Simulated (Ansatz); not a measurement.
**LiW₃N₃: relaxation step by step**

A trial structure of LiW₃N₃ was built thus: random cell by space group and Wyckoff sites (Pm-3m, No. 221). The dimensions are guesses.

```
CELL_PARAMETERS angstrom
4.87315 0.00000 0.00000
0.00000 4.87315 0.00000
0.00000 0.00000 4.87315
ATOMIC_POSITIONS crystal
Li 0.00000 0.00000 0.00000
W 0.00000 0.50000 0.50000
W 0.50000 0.00000 0.50000
W 0.50000 0.50000 0.00000
N 0.50000 0.00000 0.00000
N 0.00000 0.50000 0.00000
N 0.00000 0.00000 0.50000
```

Theory: DFT PBE, scalar-relativistic, plane waves, PAW in Ansatz 0.2.0. Cutoff 420 eV, Gaussian smearing, Γ-centred meshes. Cell and atoms relax first on a coarse mesh and then on a finer one. In between, the cell is made exact in the group found at 0.06 Å. In metals the finer mesh still leaves noise of several meV/atom or more. The steps can't lower the symmetry of their start. No spin polarisation.

Steps on the 4×4×4 mesh (7 atoms, 8 steps). The free energy counts from the last step; the plane-wave basis is renewed at times, which shifts energy and pressure.

```tsv
step	ΔF (meV/atom)	V (Å³/atom)	P (GPa)
1	1555.5	16.53	-52.28
2	806.1	14.23	-50.13
3	225.6	12.15	-35.69
4	-1.6	10.29	3.78
5	-2.7	10.41	-0.24
6	0.0	10.41	-0.60
7	-0.1	10.39	0.00
8	0.0	10.39	-0.01
```

The relaxed structure, after a last relaxation on the converged mesh:

```
Li W N
1.0
     4.17281    0.00000    0.00000
     0.00000    4.17281    0.00000
     0.00000    0.00000    4.17281
Li W N
1 3 3
Direct
  0.00000 0.00000 0.00000
  0.00000 0.50000 0.50000
  0.50000 0.00000 0.50000
  0.50000 0.50000 0.00000
  0.50000 0.00000 0.00000
  0.00000 0.50000 0.00000
  0.00000 0.00000 0.50000
```

The symmetry stays Pm-3m (No. 221). The volume per atom shrinks by 37.2 %, from 16.5 to 10.4 Å³. The shortest distance goes from 2.44 Å (Li–N and W–N) to 2.09 Å (Li–N and W–N). The energy falls by about 1.6 eV/atom (the start's value is from the coarse mesh). Li is surrounded by 6 N at 2.09 Å and 12 W at 2.95 Å; around W lie 4 N at 2.09 Å, 4 Li at 2.95 Å and 8 W at 2.95 Å; around N lie 2 Li at 2.09 Å and 4 W at 2.09 Å.

For LiW₃N₃, the volume per atom is 10.38 Å³. The density is 13.72 g/cm³. The formation energy is −0.54 eV/atom and the gap on the 10×10×10 mesh of the 7-atom cell is 0 eV (a metal).

Energies over the elements count from the elements' standard structures at the same level (N₂ as a molecule), with no fitted energy shifts.

The last run used Gaussian smearing of 0.10 eV. Spin–orbit coupling, which can matter for W, is left out. The cell is a metal run without spin; a magnetic state may lie lower. A later test with randomly moved atoms came back to the same energy, though modes that don't fit the test's cell weren't probed. In all, the 3 runs took 51 s on 1 thread of Arm Neoverse V2, on a shared host.
